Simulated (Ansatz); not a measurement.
Here is the system:

ZnCdSe₂:
```
CELL_PARAMETERS angstrom
      4.07189     0.00000     0.00000
     -2.03594     3.52636     0.00000
      0.00000     0.00000     6.75486
ATOMIC_POSITIONS crystal
  Zn 0.00000 0.00000 0.00135
  Cd 0.66667 0.33333 0.49279
  Se 0.66667 0.33333 0.10927
  Se 0.00000 0.00000 0.64459
```

This is the LDA-relaxed structure. Cartesian axes are those of the cell as given.

All from DFT-LDA in the program Ansatz with PAW potentials, unless another level is named. Estimate the formation energy from the elements (no fitted shifts).

-0.58 eV/atom.

Give the hole effective mass, band 2 of 2 at the edge.

0.065 along x, 1.5 along z (mₑ).

Predict the electron effective mass.

0.063, 0.063, 0.072 mₑ (principal values).

Space group P3m1. The workflow started from a Materials Project entry (that database holds measured and hypothetical structures alike); the Crystallography Open Database copy checked does not list it. Whether it is the stable phase at ambient conditions was not checked. The LDA relaxation kept the symmetry of its start; of distortions, only those at the zone centre were tested. The references are the lowest solids computed at this level, not always the standard phases. Spin–orbit coupling is left out wherever it is not named.

Potentials: the later of the program's two PAW sets.

Edges and masses are those of Kohn–Sham bands, whose gap is no quasiparticle gap.
